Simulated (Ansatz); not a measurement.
MgIn2O4 in space group Imma (No. 74; Pearson symbol oI28), PBEsol in the plane-wave PAW code Ansatz. The conduction-band minimum lies at Γ, with 1 equivalent valley. Second derivatives d²E/dk² of the lowest band at one valley (eV·Å²), along Cartesian directions:

```json
[
 {"direction": "[100]", "d²E/dk²": "37.27"},
 {"direction": "[010]", "d²E/dk²": "36.91"},
 {"direction": "[001]", "d²E/dk²": "38.48"},
 {"direction": "[110]", "d²E/dk²": "37.10"},
 {"direction": "[101]", "d²E/dk²": "37.87"},
 {"direction": "[011]", "d²E/dk²": "37.69"}
]
```

**Question.** Find the principal effective masses, the density-of-states mass and the conductivity mass.

**Answer.** Off-diagonal terms follow from H_xy = H[110] − (H_xx + H_yy)/2, and m*/mₑ = 7.620 eV·Å² over each eigenvalue: 0.20, 0.20, 0.21. One valley's DOS mass (m₁m₂m₃)^(1/3) = 0.20, conductivity mass 3/(Σ 1/mᵢ) = 0.20 mₑ.

**Question.** What effective density of states Nc follows at 300 K for parabolic valleys?

**Answer.** Nc = 2.509e19 × 1 × (0.20)^(3/2) ≈ 2.2e18 cm⁻³.

**Question.** With the computed static dielectric constant 11.0 (mean of the diagonal), estimate a hydrogenic donor's binding energy and radius.

**Answer.** E = 13.606 eV × 0.20/11.0² ≈ 22 meV; a = 0.529 Å × ε/m* ≈ 29 Å. Semilocal masses tend to be too small when the gap is underestimated.

The workflow started from a Materials Project entry (that database holds measured and hypothetical structures alike); the Crystallography Open Database copy checked does not list it. With Mg and In taken as one species the cell has the higher symmetry Fd-3m, so it may be an ordered model of a mixed-site phase. Its standing as an ambient phase is unchecked. Symmetry was held in the PBEsol relaxation; whether a distortion lowers the energy is not shown. Scalar-relativistic: spin–orbit coupling is off unless named, which matters more the heavier the elements.

Potentials: the later of the program's two PAW sets.
